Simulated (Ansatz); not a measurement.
SnO:
```cif
data_O2Sn2
_chemical_formula_sum 'Sn2 O2'
_space_group_name_H-M_alt 'P4/nmm :1'
_space_group_IT_number 129
_space_group_name_Hall 'P 4ab 2ab -1ab'
_cell_length_a 3.77044
_cell_length_b 3.77044
_cell_length_c 4.66222
_cell_angle_alpha 90.000
_cell_angle_beta 90.000
_cell_angle_gamma 90.000
loop_
_space_group_symop_operation_xyz
  'x, y, z'
  '-y+1/2, x+1/2, z'
  '-x, -y, z'
  'y+1/2, -x+1/2, z'
  'x+1/2, -y+1/2, -z'
  '-y, -x, -z'
  '-x+1/2, y+1/2, -z'
  'y, x, -z'
  '-x+1/2, -y+1/2, -z'
  'y, -x, -z'
  'x+1/2, y+1/2, -z'
  '-y, x, -z'
  '-x, y, z'
  'y+1/2, x+1/2, z'
  'x, -y, z'
  '-y+1/2, -x+1/2, z'
loop_
_atom_site_label
_atom_site_type_symbol
_atom_site_symmetry_multiplicity
_atom_site_Wyckoff_symbol
_atom_site_fract_x
_atom_site_fract_y
_atom_site_fract_z
_atom_site_occupancy
Sn1 Sn 2 c 0.50000 0.00000 0.24503 1
O1 O 2 a 0.00000 0.00000 0.00000 1
```

Relaxed at zero pressure with plane-wave PAW LDA (Ansatz code).

Task: The volume is raised by 9 % and shape and atoms relax at that volume. What pressure results, and how do the axes share the change?

Result: -2.3 GPa; a 0.8 %, b 0.8 %, c 7.3 %; the energy rises by 13 meV/atom.

Task: Give the new structure.

Result: 
Space group P4/nmm, origin choice 1 (No. 129); a = 3.799 Å, b = 3.799 Å, c = 5.004 Å, α = 90.00°, β = 90.00°, γ = 90.00°

| atom | site | symmetry | x | y | z |
|---|---|---|---|---|---|
| Sn | 2c | 4mm | 0.5000 | 0.0000 | 0.2289 |
| O | 2a | -4m2 | 0.0000 | 0.0000 | 0.0000 |

The phase is kept; no other phase was compared at this pressure.

The LDA relaxation kept the symmetry of its start; of distortions, only those at the zone centre were tested. A crystal of weakly bound layers computed without a dispersion correction: the cell and the soft elastic constants depend strongly on that. Scalar-relativistic: spin–orbit coupling is off unless named, which matters more the heavier the elements.

Potentials: the later of the program's two PAW sets.
